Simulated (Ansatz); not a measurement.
## Sensitivity of the gradients in PbS with an S vacancy to the input

This input was run with Ansatz:

```yaml
crystal:
  lattice:
    - [0.0, 8.89725, 8.89725]
    - [8.89725, 0.0, 8.89725]
    - [8.89725, 8.89725, 0.0]
  atoms:
    - { symbol: Pb, position: [0.0, 0.0, 0.0] }
    - { symbol: Pb, position: [0.0, 0.0, 0.3333333333] }
    - { symbol: Pb, position: [0.0, 0.0, 0.6666666667] }
    - { symbol: Pb, position: [0.0, 0.3333333333, 0.0] }
    - { symbol: Pb, position: [0.0, 0.3333333333, 0.3333333333] }
    - { symbol: Pb, position: [0.0, 0.3333333333, 0.6666666667] }
    - { symbol: Pb, position: [0.0, 0.6666666667, 0.0] }
    - { symbol: Pb, position: [0.0, 0.6666666667, 0.3333333333] }
    - { symbol: Pb, position: [0.0, 0.6666666667, 0.6666666667] }
    - { symbol: Pb, position: [0.3333333333, 0.0, 0.0] }
    - { symbol: Pb, position: [0.3333333333, 0.0, 0.3333333333] }
    - { symbol: Pb, position: [0.3333333333, 0.0, 0.6666666667] }
    - { symbol: Pb, position: [0.3333333333, 0.3333333333, 0.0] }
    - { symbol: Pb, position: [0.3333333333, 0.3333333333, 0.3333333333] }
    - { symbol: Pb, position: [0.3333333333, 0.3333333333, 0.6666666667] }
    - { symbol: Pb, position: [0.3333333333, 0.6666666667, 0.0] }
    - { symbol: Pb, position: [0.3333333333, 0.6666666667, 0.3333333333] }
    - { symbol: Pb, position: [0.3333333333, 0.6666666667, 0.6666666667] }
    - { symbol: Pb, position: [0.6666666667, 0.0, 0.0] }
    - { symbol: Pb, position: [0.6666666667, 0.0, 0.3333333333] }
    - { symbol: Pb, position: [0.6666666667, 0.0, 0.6666666667] }
    - { symbol: Pb, position: [0.6666666667, 0.3333333333, 0.0] }
    - { symbol: Pb, position: [0.6666666667, 0.3333333333, 0.3333333333] }
    - { symbol: Pb, position: [0.6666666667, 0.3333333333, 0.6666666667] }
    - { symbol: Pb, position: [0.6666666667, 0.6666666667, 0.0] }
    - { symbol: Pb, position: [0.6666666667, 0.6666666667, 0.3333333333] }
    - { symbol: Pb, position: [0.6666666667, 0.6666666667, 0.6666666667] }
    - { symbol: S, position: [0.1666666667, 0.1666666667, 0.5] }
    - { symbol: S, position: [0.1666666667, 0.1666666667, 0.8333333333] }
    - { symbol: S, position: [0.1666666667, 0.5, 0.1666666667] }
    - { symbol: S, position: [0.1666666667, 0.5, 0.5] }
    - { symbol: S, position: [0.1666666667, 0.5, 0.8333333333] }
    - { symbol: S, position: [0.1666666667, 0.8333333333, 0.1666666667] }
    - { symbol: S, position: [0.1666666667, 0.8333333333, 0.5] }
    - { symbol: S, position: [0.1666666667, 0.8333333333, 0.8333333333] }
    - { symbol: S, position: [0.5, 0.1666666667, 0.1666666667] }
    - { symbol: S, position: [0.5, 0.1666666667, 0.5] }
    - { symbol: S, position: [0.5, 0.1666666667, 0.8333333333] }
    - { symbol: S, position: [0.5, 0.5, 0.1666666667] }
    - { symbol: S, position: [0.5, 0.5, 0.5] }
    - { symbol: S, position: [0.5, 0.5, 0.8333333333] }
    - { symbol: S, position: [0.5, 0.8333333333, 0.1666666667] }
    - { symbol: S, position: [0.5, 0.8333333333, 0.5] }
    - { symbol: S, position: [0.5, 0.8333333333, 0.8333333333] }
    - { symbol: S, position: [0.8333333333, 0.1666666667, 0.1666666667] }
    - { symbol: S, position: [0.8333333333, 0.1666666667, 0.5] }
    - { symbol: S, position: [0.8333333333, 0.1666666667, 0.8333333333] }
    - { symbol: S, position: [0.8333333333, 0.5, 0.1666666667] }
    - { symbol: S, position: [0.8333333333, 0.5, 0.5] }
    - { symbol: S, position: [0.8333333333, 0.5, 0.8333333333] }
    - { symbol: S, position: [0.8333333333, 0.8333333333, 0.1666666667] }
    - { symbol: S, position: [0.8333333333, 0.8333333333, 0.5] }
    - { symbol: S, position: [0.8333333333, 0.8333333333, 0.8333333333] }
total_charge: 2
kpoints:
  mp_grid: { grid: [2, 2, 2] }
scf:
  occupations: { method: cold, width: 0.2 }
hamiltonian:
  xc: pbe
  pseudopotentials: { kind: paw }
  dispersion: d3bjatm
output:
  forces: true
  stress: true
  populations: true
  efg: { quadrupole_moments_barn: { S: -0.0694 }, contact_densities: true }
```

```sh
ansatz run input.yaml --threads 4 --pin off --max-ram 8192MiB --backend cpu --events-out ev --progress --plain --runs-dir out
```

It converged. Of its output the block on the nuclei alone is shown, without the SCF iterations, energies, forces and stress (one atom of each set):

```
--- PAW observables at the nuclei: V_zz in 10²¹ V/m², potentials from the cell's mean, atoms counted from 1 ---
  atom   1  Pb V_zz =    +0.065421   η = 0.0000   by run symmetry: allowed
            electrostatic potential = -17478.082842 V   contact ρ = 16532709.847821 e/Å³
  atom   2  Pb V_zz =    +5.943863   η = 0.0000   by run symmetry: allowed
            electrostatic potential = -17477.739330 V   contact ρ = 16532665.322184 e/Å³
  atom   6  Pb V_zz =    -2.241388   η = 0.1751   by run symmetry: allowed
            electrostatic potential = -17478.036777 V   contact ρ = 16532716.857613 e/Å³
  atom  27  Pb V_zz =    +0.000000   η = 0.0000   by run symmetry: forbidden
            electrostatic potential = -17477.768288 V   contact ρ = 16532677.208112 e/Å³
  atom  28  S  V_zz =    +0.456435   η = 0.8830   by run symmetry: allowed   C_q = -0.7659 MHz
            electrostatic potential = -1636.433564 V   contact ρ = 19770.353190 e/Å³
  atom  31  S  V_zz =    +0.055746   η = 0.0000   by run symmetry: allowed   C_q = -0.0935 MHz
            electrostatic potential = -1636.481339 V   contact ρ = 19770.353343 e/Å³
  atom  41  S  V_zz =    +3.322364   η = 0.0000   by run symmetry: allowed   C_q = -5.5752 MHz
            electrostatic potential = -1636.227358 V   contact ρ = 19770.671486 e/Å³
```

(1) Can these gradients be trusted, and how do they compare with a run on standard settings?

## Answers

(1) Not as converged values. Against the standard input the change is `hamiltonian.dispersion`: not typed → d3bjatm; `scf.occupations.method`: fermi_dirac → cold; `scf.occupations.width`: 0.01 → 0.2. A site carries the number of its first atom; V_zz in 10²¹ V/m².

| site | atom | V_zz standard | η standard | V_zz here | η here |
| --- | --- | --- | --- | --- | --- |
| Pb1 | 1 | 0.067 | 0.00 | 0.065 | 0.00 |
| Pb2 | 2 | 3.46 | 0.00 | 5.94 | 0.00 |
| Pb6 | 6 | -1.83 | 0.15 | -2.24 | 0.18 |
| S28 | 28 | 0.39 | 0.50 | 0.46 | 0.88 |
| S31 | 31 | 0.023 | 0.00 | 0.056 | 0.00 |
| S41 | 41 | 3.01 | 0.00 | 3.32 | 0.00 |

The largest change of V_zz is on Pb2, from 3.46 to 5.94. In per cent, |V_zz| changes by +23 to +72 on Pb, +10 on S (all sites that start above 0.5). Where |V_zz| stays above 0.1, η moves most on S28, from 0.50 to 0.88. Sites without a gradient aren't listed. The dispersion term itself leaves the density as it is. SCF iterations: 9 and 10. In the changed run the smearing of 0.20 eV is wide against a gap of 0.1 eV, so its values aren't converged ones.

On the reference run: The defect repeats with the cell of 53 atoms, so it feels its images: sites between two images don't show the values beside a lone defect, and zeros or small values of η there can come from the images' arrangement. A uniform background compensates the cell's charge. Spin–orbit coupling is left out, which shifts gradients on Pb by a few per cent in wide-gap crystals, and can shift them far more where the calculated gap is small or absent, as here. With a gap of 0.1 eV on this mesh, small gradients can still move by 0.1 × 10²¹ V/m² or more as the k-mesh gets denser. The neighbours have not yet relaxed around the defect (largest force 0.33 eV/Å), so a real crystal will differ.
